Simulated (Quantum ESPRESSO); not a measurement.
pw.x input (Quantum ESPRESSO 7.5; LDA, PseudoDojo standard norm-conserving files, scalar-relativistic):

```
&CONTROL
  calculation = 'scf'
  pseudo_dir = './pseudo'
  outdir = './out'
  tprnfor = .true.
  tstress = .true.
/
&SYSTEM
  ibrav = 0
  nat = 1
  ntyp = 1
  ecutwfc = 42.0
  ecutrho = 168.0
  occupations = 'smearing'
  smearing = 'fd'
  degauss = 0.005
  nbnd = 8
/
&ELECTRONS
  conv_thr = 1e-10
/
ATOMIC_SPECIES
Rb 85.4678 Rb.upf
CELL_PARAMETERS angstrom
 -2.954510000000   2.954510000000   2.730845000000
  2.954510000000  -2.954510000000   2.730845000000
  2.954510000000   2.954510000000  -2.730845000000
ATOMIC_POSITIONS crystal
Rb   0.000000000000   0.000000000000   0.000000000000
K_POINTS automatic
12 12 12 0 0 0
```

End of the output:

```
     total energy              =     -54.21416400 Ry
     estimated scf accuracy    <       0.00000505 Ry
     total energy              =     -54.21416442 Ry
     estimated scf accuracy    <       0.00000004 Ry
     total energy              =     -54.21416446 Ry
     estimated scf accuracy    <          4.4E-09 Ry
[...]
     the Fermi energy is     1.5660 ev
!    total energy              =     -54.21416446 Ry
     estimated scf accuracy    <          6.5E-12 Ry
     smearing contrib. (-TS)   =      -0.00106918 Ry
     internal energy E=F+TS    =     -54.21309528 Ry
     The total energy is F=E-TS. E is the sum of the following terms:
     one-electron contribution =     -27.70979024 Ry
     hartree contribution      =      14.52126389 Ry
     xc contribution           =     -13.92855275 Ry
     ewald contribution        =     -27.09601618 Ry
     convergence has been achieved in   6 iterations
     Forces acting on atoms (cartesian axes, Ry/au):
     atom    1 type  1   force =     0.00000000    0.00000000    0.00000000
     Total force =     0.000000     Total SCF correction =     0.000000
     Computing stress (Cartesian axis) and pressure
          total   stress  (Ry/bohr**3)                   (kbar)     P=       -5.46
  -0.00003746   0.00000000   0.00000000           -5.51        0.00        0.00
   0.00000000  -0.00003746  -0.00000000            0.00       -5.51       -0.00
   0.00000000  -0.00000000  -0.00003640            0.00       -0.00       -5.36
```

Geometry of the Materials Project entry, not relaxed at this level.
